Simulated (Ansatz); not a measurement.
What DFT gives for CsB2HS7

```yaml
crystal:
  lattice:
    - [4.12132, 4.58181, 0.00000]
    - [4.12132, -4.58181, 0.00000]
    - [0.85387, 0.00000, -6.42343]
  atoms:
    - { symbol: Cs, position: [0.89716, 0.10284, 0.00000] }
    - { symbol: H, position: [0.48837, 0.51163, 0.50000] }
    - { symbol: B, position: [0.94007, 0.66113, 0.57530] }
    - { symbol: B, position: [0.33887, 0.05993, 0.42470] }
    - { symbol: S, position: [0.67587, 0.64289, 0.76630] }
    - { symbol: S, position: [0.35711, 0.32413, 0.23370] }
    - { symbol: S, position: [0.84387, 0.52393, 0.33520] }
    - { symbol: S, position: [0.47607, 0.15613, 0.66480] }
    - { symbol: S, position: [0.17438, 0.54942, 0.71660] }
    - { symbol: S, position: [0.45058, 0.82562, 0.28340] }
    - { symbol: S, position: [0.00730, 0.99270, 0.50000] }
```

Level: PBE, no spin polarisation; 420 eV; 5×5×5 Γ-centred mesh; fermi-dirac occupations (width 0.1 eV); Ansatz 0.2.0, fixed geometry.

**Formation energy.** 0.28 eV an atom against the elements' usual phases (free molecules for gases, crystals otherwise, with no correction for O₂ or N₂), so at this geometry it isn't bound against them. Relaxing would lower it.
**Forces.** The largest is on S11: 1.31 eV/Å, components (0.00, 1.31, 0.00). It makes 54° with the line to a nearest neighbour, B4 at 2.05 Å.
**Electronic structure.** It is a metal, with about 11 states/eV a cell as the mean within 0.25 eV of the Fermi level, mostly S p (97 %).
**Stress.** The pressure is -4.3 GPa (compression positive), so with the atoms held at these fractions the cell would first shrink; the forces are large, so a full relaxation may end otherwise. The principal stresses -7.2, -4.3, -1.6 GPa differ, so its shape would change too.

Origin: a known structure type with other elements, at an estimated volume, so it need not be a known compound. Caveats: many states at the Fermi level without spin polarisation, so a magnetic state may lie lower.
